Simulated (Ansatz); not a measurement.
Si₂Mo: Mo-97 nuclear quadrupole resonance

Cell: a computed structure from the Materials Project (it need not be an observed phase), taken as it stands.

```
Si Mo
1.0
    -1.60213    1.60213    3.90810
     1.60213   -1.60213    3.90810
     1.60213    1.60213   -3.90810
Si Mo
2 1
Direct
  0.66457 0.66457 0.00000
  0.33543 0.33543 0.00000
  0.00000 0.00000 0.00000
```

Atoms are numbered from 1 in the order listed; like atoms form one site, named after its first atom.

All values are calculated (Ansatz; DFT, PBE, plane waves and PAW, scalar-relativistic, 420 eV cutoff, Γ-centred 13×13×13 k-points, Fermi–Dirac smearing 0.05 eV), not measured.

Mo-97: I = 5/2, Q = 255.0 mb (year-2017 value). Static lattice, zero field.

(1) The simulated lines lie at 6.23, 12.5 MHz. What are |C_Q|, η and |V_zz| at Mo?

## Answers

(1) For I = 5/2 and η = 0 the lines are 3|C_Q|/20 and twice that; η pulls their ratio below 2. Here |C_Q| = 41.5 MHz, η = 0.00 and |V_zz| = 6.74 × 10²¹ V/m². The calculation gives V_zz negative; the lines don't show the sign. The site has 10 Si at 2.61–2.62 Å.

An axis of threefold or higher order runs through Mo, so V_zz lies along it and η is zero.

At this cell the principal stresses reach 5 GPa in size with PBE, which can matter for small gradients. With no gap above 0.1 eV, as in a metal, the gradients converge slowly in k; expect changes of a tenth or more on a denser mesh. Without spin–orbit coupling (the program notes it for Mo) the gradients can shift somewhat, as the gap is small.
